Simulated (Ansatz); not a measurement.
Mg:
```
Mg
1.0
   -1.77961     1.77961     1.77961
    1.77961    -1.77961     1.77961
    1.77961     1.77961    -1.77961
Mg
1
Direct
  0.00000   0.00000   0.00000
```

Relaxed with r²SCAN. Special points in fractions of this cell's reciprocal vectors: Γ (0.000, 0.000, 0.000); H (0.500, -0.500, 0.500); N (0.000, 0.000, 0.500); P (0.250, 0.250, 0.250).

### Question
List the band energies nearest the Fermi level at these points for DFT-r²SCAN in the program Ansatz with PAW potentials.

### Answer
In eV from the Fermi level; about four levels below and three above (degenerate sets whole), none deeper than 8.9 eV; … stands for higher levels left out; points with the same levels are listed once.

| k | below | above |
|---|---|---|
| Γ | -7.50 | 13.95 13.95 13.95 |
| H | – | 4.12 4.12 … |
| N | -1.73 -0.87 | 9.18 10.23 … |
| P | – | 1.19 1.19 1.19 |

Space group Im-3m (bcc (W type)). The first step of the workflow began from a Materials Project structure, measured or hypothetical; the Crystallography Open Database copy checked does not list it. It is not the phase usual at ambient conditions (space group No. 194). The cell was relaxed with r²SCAN under the symmetry of its start; its stability against distortions is not shown here.

Potentials: the earlier of the program's two PAW sets.
